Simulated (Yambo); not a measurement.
Yambo run on RbCdF3 (cubic perovskite, space group Pm-3m, No. 221). The wavefunctions are norm-conserving PBEsol (Quantum ESPRESSO, 102 Ry, without SOC) ones on a 4×4×4 mesh (25 occupied bands); a = b = c = 4.4250 Å, α = β = γ = 90.00°.

Yambo input:

```
rim_cut
HF_and_locXC
RandQpts= 1000000
RandGvec= 1 Ry
EXXRLvcs= 102 Ry
VXCRLvcs= 408 Ry
% QPkrange
 1 | 1 | 25 | 26 |
 3 | 3 | 25 | 26 |
 6 | 6 | 25 | 26 |
 10 | 10 | 25 | 26 |
%
```

k points by index: 1 = Γ, 3 = X, 6 = M, 10 = R.

Table of the .hf output:

```
#    K-point    Band    Eo [eV]    Ehf [eV]    Vxc [eV]    Vnlxc [eV]
#
    1    25    -1.522348    -9.308532    -21.85961    -29.64580
    1    26    3.078802    7.781505    -11.97518    -7.272474
    3    25    -1.424240    -9.410362    -22.23629    -30.22241
    3    26    5.615703    10.56668    -15.90827    -10.95730
    6    25    -0.001559    -6.799250    -25.55597    -32.35366
    6    26    6.733627    11.94998    -16.12763    -10.91127
    10    25    0.000000    -6.803517    -25.55884    -32.36236
    10    26    7.550814    12.41559    -9.827620    -4.962844
```
Exchange alone, without screening.

Geometry of the Materials Project entry, not relaxed at this level.

The structure is a Materials Project entry; no match was found in the copy of COD used, and its stability was not checked.
